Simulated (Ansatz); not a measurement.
## Piezoelectric tensor of Al$_{2}$GaP$_{3}$

Level of theory: Ansatz, DFT PBE, scalar-relativistic, plane waves, PAW. Plane waves to 420 eV; Γ-centred k mesh 12×12×4; fixed occupations. No spin polarisation.

The cell, relaxed at this level:
```yaml
crystal:
  lattice:
    - [3.89480, 0.00000, 0.00000]
    - [-1.94740, 3.37299, 0.00000]
    - [0.00000, 0.00000, 9.53814]
  atoms:
    - { symbol: Al, position: [0.00000, 0.00000, 0.00017] }
    - { symbol: Al, position: [0.33333, 0.66667, 0.66683] }
    - { symbol: Ga, position: [0.66667, 0.33333, 0.33320] }
    - { symbol: P, position: [0.00000, 0.00000, 0.74987] }
    - { symbol: P, position: [0.33333, 0.66667, 0.41718] }
    - { symbol: P, position: [0.66667, 0.33333, 0.08276] }
```

The cell was found from a structure generator's guess, not taken from experiment.

(1) Give the relaxed-ion proper piezoelectric stress tensor e_iJ (C/m², Voigt columns xx yy zz yz xz xy).

(2) With the elastic constants (GPa, Voigt order)
C11 = 153.8, C12 = 49.0, C13 = 39.5, C14 = 13.2, C22 = 153.8, C23 = 39.5, C24 = -13.2, C33 = 162.9, C44 = 42.6, C55 = 42.6, C56 = 13.2, C66 = 52.4 GPa; the others vanish.
find the strain coefficients d = e·C⁻¹ (pC/N).

## Answers

(1)
```
x    0.000  0.000  0.000  0.000 -0.050 -0.064
y   -0.064  0.064  0.000 -0.050  0.000  0.000
z   -0.041 -0.041  0.082  0.000  0.000  0.000
```
Signs follow the orientation of the cell as given.

(2)
```
x    0.00  0.00  0.00  0.00 -0.87 -0.99
y   -0.50  0.50  0.00 -0.87  0.00  0.00
z   -0.33 -0.33  0.67  0.00  0.00  0.00
```
